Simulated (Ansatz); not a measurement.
**¹³⁹La fingerprints of the forms of La2MgSe4**

All values are calculated (Ansatz; DFT, PBE, plane waves and PAW, scalar-relativistic, 420 eV cutoff), not measured. Q(¹³⁹La) = 206.0 mb, I = 7/2. The cells come from the Materials Project (computed, not necessarily observed phases), with the atoms as given. Spin–orbit coupling is left out, which moves gradients at and beside heavy atoms (La) by some per cent and at some sites by far more.

Q: Rank the structures by their largest ¹³⁹La |C_Q|, smallest first.
A.
La2MgSe4
```cif
data_La2MgSe4
_symmetry_space_group_name_H-M 'Pnma'
_symmetry_Int_Tables_number 62
_cell_length_a 14.8961
_cell_length_b 8.7456
_cell_length_c 6.9736
_cell_angle_alpha 90.000
_cell_angle_beta 90.000
_cell_angle_gamma 90.000
loop_
_atom_site_label
_atom_site_type_symbol
_atom_site_symmetry_multiplicity
_atom_site_Wyckoff_symbol
_atom_site_fract_x
_atom_site_fract_y
_atom_site_fract_z
La1 La 4 b 0.0000 0.0000 0.5000
La5 La 4 c 0.7681 0.7500 0.0007
Mg Mg 4 c 0.9073 0.2500 0.9183
Se13 Se 8 d 0.8319 0.0176 0.7493
Se21 Se 4 c 0.9336 0.7500 0.2421
Se25 Se 4 c 0.9068 0.2500 0.2838
```
B.
La2MgSe4
```cif
data_La2MgSe4
_symmetry_space_group_name_H-M 'I-42d'
_symmetry_Int_Tables_number 122
_cell_length_a 8.8251
_cell_length_b 8.8251
_cell_length_c 9.3688
_cell_angle_alpha 90.000
_cell_angle_beta 90.000
_cell_angle_gamma 90.000
loop_
_atom_site_label
_atom_site_type_symbol
_atom_site_symmetry_multiplicity
_atom_site_Wyckoff_symbol
_atom_site_fract_x
_atom_site_fract_y
_atom_site_fract_z
La La 8 d 0.1327 0.2500 0.6250
Mg Mg 4 a 0.0000 0.0000 0.0000
Se Se 16 e 0.0683 0.1993 0.3070
```

A: A (21.7 MHz), B (48.2 MHz).

The crystals are a selection from a larger pool of database entries, not a random sample of it.
